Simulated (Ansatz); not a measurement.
A trial cell of La₃LuO₂ went into the relaxation workflow.

Recipe of this trial structure of La₃LuO₂: random cell by space group and Wyckoff sites (P4/mmm, No. 123). The dimensions are guesses.

```yaml
crystal:
  lattice:
    - [5.12321, 0.00000, 0.00000]
    - [0.00000, 5.12321, 0.00000]
    - [0.00000, 0.00000, 5.58158]
  atoms:
    - { symbol: La, position: [0.50000, 0.50000, 0.50000] }
    - { symbol: La, position: [0.00000, 0.50000, 0.00000] }
    - { symbol: La, position: [0.50000, 0.00000, 0.00000] }
    - { symbol: Lu, position: [0.00000, 0.00000, 0.00000] }
    - { symbol: O, position: [0.00000, 0.00000, 0.32749] }
    - { symbol: O, position: [0.00000, 0.00000, 0.67251] }
```

All numbers below come from DFT PBE, scalar-relativistic, plane waves, PAW (Ansatz 0.2.0).

Input of the final relaxation:

```yaml
crystal:
  lattice:
    - [5.8093674258, 0.0, 0.0]
    - [0.0, 5.8093674258, 0.0]
    - [0.0, 0.0, 6.4418630658]
  atoms:
    - { symbol: La, position: [0.5, 0.5, 0.5] }
    - { symbol: La, position: [0.0, 0.5, 0.0] }
    - { symbol: La, position: [0.5, 0.0, 0.0] }
    - { symbol: Lu, position: [0.0, 0.0, 0.0] }
    - { symbol: O, position: [0.0, 0.0, 0.3086434744] }
    - { symbol: O, position: [0.0, 0.0, 0.6913565256] }
basis:
  ecutwfc: 420
kpoints:
  mp_grid: { grid: [8, 8, 6] }
hamiltonian:
  xc: pbe
scf:
  occupations: { method: gaussian, width: 0.1 }
output:
  forces: true
  stress: true
  eigenvalues: true
relax:
  adjacent_minimum: "off"
  f_tol: 0.01
  max_steps: 80
  cell: { stress_tol: 0.05 }
```

```bash
ansatz run input.yaml --threads 1 --pin off --max-ram 2560MiB --backend cpu --events-out ev --progress --plain --runs-dir out
```

Last lines of the log:

```
SCF iter   9: F=—  HF=-34611.189798 eV  |F-HF|=—  |Δ(HF+E_count)|=   2.29e-7  Δρ=5.40e-5  dr2=7.79e-6  ethr=2.71e-8  ⟨swp⟩=3.0  Hψ=5592  notcnv=0  defer=12
SCF iter  10: F=—  HF=-34611.189798 eV  |F-HF|=—  |Δ(HF+E_count)|=   5.03e-7  Δρ=1.49e-5  dr2=9.60e-7  ethr=1.11e-8  ⟨swp⟩=2.2  Hψ=4370  notcnv=0  defer=12
SCF iter  11: F=-34611.189798 eV  HF=-34611.189798 eV  |F-HF|=2.46e-8  |Δ(HF+E_count)|=   5.11e-8  Δρ=6.47e-6  dr2=9.56e-8  ethr=7.94e-10  ⟨swp⟩=24.0  Hψ=26147  notcnv=0
SCF 4 converged in 11 iterations: F = -34611.189798 eV  dr2 = 9.56e-8
relax step   4: F+E_penalty+E_count = -34611.18979754 eV  Δ(F+E_penalty+E_count) = -1.707e-3 eV  max|allowed force component| = 1.180e-1 eV/Å  Δτ_max = 0.0243 Å  P = +0.280 GPa  Ω = 216.323 Å³  energy of the carried Pulay correction = +1.440e-4 eV  (11 SCF iters, dr2 threshold 5.56e-7 eV, accepted)
Crystal: 6 atoms, lattice volume = 221.293 Å³
Basis set: ecut = 420 eV, 4331 PW (Γ), exchange–correlation on 80×80×90 points (8 copies of the dense FFT grid, shifted against one another)
SCF iter   1: F=—  HF=-34611.174987 eV  |F-HF|=—  |Δ(HF+E_count)|=         —  Δρ=7.04e-3  dr2=2.17e-1  ethr=3.10e-4  ⟨swp⟩=2.2  Hψ=27314  notcnv=0
SCF iter   2: F=—  HF=-34611.171733 eV  |F-HF|=—  |Δ(HF+E_count)|=   3.25e-3  Δρ=5.25e-3  dr2=6.22e-2  ethr=3.10e-4  ⟨swp⟩=5.8  Hψ=6004  notcnv=0  defer=1
SCF iter   3: F=—  HF=-34611.160883 eV  |F-HF|=—  |Δ(HF+E_count)|=   1.08e-2  Δρ=1.46e-3  dr2=6.16e-3  ethr=8.88e-5  ⟨swp⟩=3.8  Hψ=6415  notcnv=0  defer=10
SCF iter   4: F=—  HF=-34611.160684 eV  |F-HF|=—  |Δ(HF+E_count)|=   1.99e-4  Δρ=2.37e-3  dr2=2.27e-2  ethr=8.79e-6  ⟨swp⟩=3.2  Hψ=7091  notcnv=0  defer=10
SCF iter   5: F=—  HF=-34611.159526 eV  |F-HF|=—  |Δ(HF+E_count)|=   1.16e-3  Δρ=8.85e-4  dr2=4.23e-3  ethr=8.79e-6  ⟨swp⟩=3.2  Hψ=5717  notcnv=0  defer=10
SCF iter   6: F=—  HF=-34611.159523 eV  |F-HF|=—  |Δ(HF+E_count)|=   3.32e-6  Δρ=5.50e-4  dr2=1.72e-3  ethr=6.05e-6  ⟨swp⟩=2.1  Hψ=4202  notcnv=0  defer=14
SCF iter   7: F=—  HF=-34611.159409 eV  |F-HF|=—  |Δ(HF+E_count)|=   1.14e-4  Δρ=2.93e-4  dr2=3.44e-4  ethr=2.45e-6  ⟨swp⟩=2.4  Hψ=4493  notcnv=0  defer=16
SCF iter   8: F=—  HF=-34611.159010 eV  |F-HF|=—  |Δ(HF+E_count)|=   3.99e-4  Δρ=7.53e-5  dr2=1.29e-5  ethr=4.92e-7  ⟨swp⟩=2.3  Hψ=3780  notcnv=0  defer=17
SCF iter   9: F=—  HF=-34611.159022 eV  |F-HF|=—  |Δ(HF+E_count)|=   1.19e-5  Δρ=5.74e-5  dr2=8.88e-6  ethr=1.84e-8  ⟨swp⟩=3.8  Hψ=7426  notcnv=0  defer=17
```

**Question.** Why is there no result?

**Answer.** The run was cut off at its time limit. It had made 4 ionic steps, with the energy down by 0.003 eV/atom and the largest force component at 0.118 eV/Å. The volume went from 36.2 to 36.1 Å³/atom. No property of the compound can be read from it.

The run took 13 min on 1 thread of AMD EPYC (Zen 3) (shared host), peak memory 0.8 GiB.
